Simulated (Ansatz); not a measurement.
Al$_{2}$W in space group Fddd (No. 70; Al on 16f, W on 8b) under volume change, the program Ansatz at the PBE level (PAW), shape and atoms relaxed at each volume.

```csv
V (Å³/atom),E − E(relaxed) (meV/atom),P (GPa)
14.511,(withheld),(withheld)
14.974,7.3,5.15
15.437,0.0,0.00
15.900,6.5,-4.41
16.363,(withheld),(withheld)
```

Task: What belongs in the gaps?

Result: 
- 16.363, E − E(relaxed) (meV/atom): 24.9
- 16.363, P (GPa): -8.18
- 14.511, E − E(relaxed) (meV/atom): 30.6
- 14.511, P (GPa): 11.17

Task: What does a third-order Birch–Murnaghan fit give for V₀, B₀ and B′?

Result: V₀ = 15.44 Å³/atom, B₀ = 159 GPa, B′ = 4.2.

The start of the workflow was typed in or built on a structure type; neither database checked (COD, Materials Project) lists it. Its standing as an ambient phase is unchecked. The PBE relaxation kept the symmetry of its start; its stability against distortions is not shown here. No spin polarisation was allowed. Scalar-relativistic: spin–orbit coupling is off unless named, which matters more the heavier the elements.

Potentials: the later of the program's two PAW sets.
